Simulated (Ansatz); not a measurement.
input.yaml (Ansatz)

```yaml
crystal:
  lattice:
    - [4.7846459728, 0.0, 0.0]
    - [0.0, 4.7846459728, 0.0]
    - [0.0, 0.0, 4.7846459728]
  atoms:
    - { symbol: Rb, position: [0.0, 0.0, 0.0] }
hamiltonian:
  xc: blyp
  pseudopotentials:
    kind: paw
    azcp:
      Rb: "pseudopotentials/Rb.paw.azcp"
basis:
  ecutwfc: 420
  fft_grid_basis: typed
kpoints:
  mp_grid: { grid: [11, 11, 11], shift: [0, 0, 0] }
magnetization:
  spin_polarized: false
scf:
  occupations: { method: fermi_dirac, width: 0.1 }
```

and its output:

```
Engine: ansatz 0.2.0, x86_64-unknown-linux-gnu
Pseudopotentials: kind: paw
Pseudopotential: Rb, paw, valence charge 9, recommended cutoff 420 eV (normal) 
Functional definition: BLYP
  parameter beta = 0.0042
  parameter a = 0.04918
  parameter b = 0.132
  parameter c = 0.2533
  parameter d = 0.349
  exchange = b88_x(beta = beta)
  correlation = lyp_c(a = a, b = b, c = c, d = d)
Crystal: 1 atoms, lattice volume = 109.534 Å³
Basis set: ecut = 420 eV, 2103 PW (Γ), exchange–correlation on 64×64×64 points (8 copies of the dense FFT grid, shifted against one another)
Bands: 9, of which v1, the nominal top of the filled ones, is band 5 counted from 1 (4 counted from 0)
Symmetry: 48 space group operations
Space group: Pm-3m (ITA 221), of the structure as read, at distance tolerance 4.8e-5 Å
k-points: 56 of 1331
Non-local potential: Rb, projectors of the file, l = 0: 3, l = 1: 2, l = 2: 2
PAW form: soft (Blöchl's): semilocal exchange-correlation on the pseudo side does not see the compensation charge
PAW frozen core: Rb, regenerated for the run's functional, and the local potential with it (the file was generated under x = pbe(κ = 0.804, μ = 0.2195149727645171), c = pbe(β = 0.06672455060314922))
PAW one-centre angular grid: Rb, 110 points (default); XC on 64 Gauss nodes
Initial density: superposition of atomic densities (neutral atoms: chi_scale 0, normalization atom), corrected by the library's trained network
Initial wavefunctions: pseudopotential atomic-orbital guess
Functional: x = b88, c = lyp
SCF iter   1: F=—  HF=-3279.589974 eV  |F-HF|=—  |Δ(HF+E_count)|=         —  Δρ=2.10e-3  dr2=6.57e-3  ethr=1.77e-3  ⟨swp⟩=8.1  Hψ=4174  notcnv=0
SCF iter   2: F=—  HF=-3279.591938 eV  |F-HF|=—  |Δ(HF+E_count)|=   1.96e-3  Δρ=1.27e-3  dr2=4.02e-3  ethr=7.30e-5  ⟨swp⟩=1.6  Hψ=1012  notcnv=0
SCF iter   3: F=—  HF=-3279.595474 eV  |F-HF|=—  |Δ(HF+E_count)|=   3.54e-3  Δρ=3.97e-4  dr2=6.91e-4  ethr=4.47e-5  ⟨swp⟩=1.9  Hψ=563  notcnv=0
SCF iter   4: F=—  HF=-3279.596824 eV  |F-HF|=—  |Δ(HF+E_count)|=   1.35e-3  Δρ=3.43e-5  dr2=4.32e-6  ethr=7.68e-6  ⟨swp⟩=2.8  Hψ=727  notcnv=0
SCF iter   5: F=—  HF=-3279.596853 eV  |F-HF|=—  |Δ(HF+E_count)|=   2.91e-5  Δρ=8.40e-6  dr2=8.57e-8  ethr=4.80e-8  ⟨swp⟩=3.0  Hψ=750  notcnv=0
SCF iter   6: F=-3279.596853 eV  HF=-3279.596853 eV  |F-HF|=3.47e-10  |Δ(HF+E_count)|=   7.42e-7  Δρ=4.38e-6  dr2=2.37e-8  ethr=9.52e-10  ⟨swp⟩=1.0  Hψ=1536  notcnv=0
SCF 1 converged in 6 iterations: F = -3279.596853 eV  dr2 = 2.37e-8
SCF converged after 6 iterations
Free energy (F): -3279.596853 eV
Harris-Foulkes:  -3279.596853 eV  (|F-HF|=3.47e-10)
Internal energy: -3279.567508 eV  (E = F + TS)
E sigma→0 (E₀):  -3279.582181 eV
Entropy (-TS):   -0.029345 eV (-29.345 meV/atom)
Fermi energy:    1.645544 eV
--- Per-component energies (eV) ---
  E_band       = -123.914790
  E_kinetic    = 190.238007
  E_local      = -759.445684  (includes V_loc(G=0)·N_el)
  E_nonlocal   = 174.823048
  E_hartree    = 220.115171
  E_xc         = -127.200386
  E_vxc        = -132.292556  (∫ρ·V_xc dr)
  E_paw        = -2632.345768  (= ΣΔE_a)
  E_vpaw       = -37.471499  (= ΣTr[D̂ρ^β])
  E_aug_tail   = -0.000001  (compensation charges beyond the density's cutoff)
  E_ewald      = -345.829380
  E_core_change = 0.077485  (= ΣΔE_core)
  E_smearing   = -0.029345  (= −TS)
  E_closure    = -0.000000  (closes the sum)
  Σ components = -3279.596853   (vs F -3279.596853, Δ=0.00e0)
```
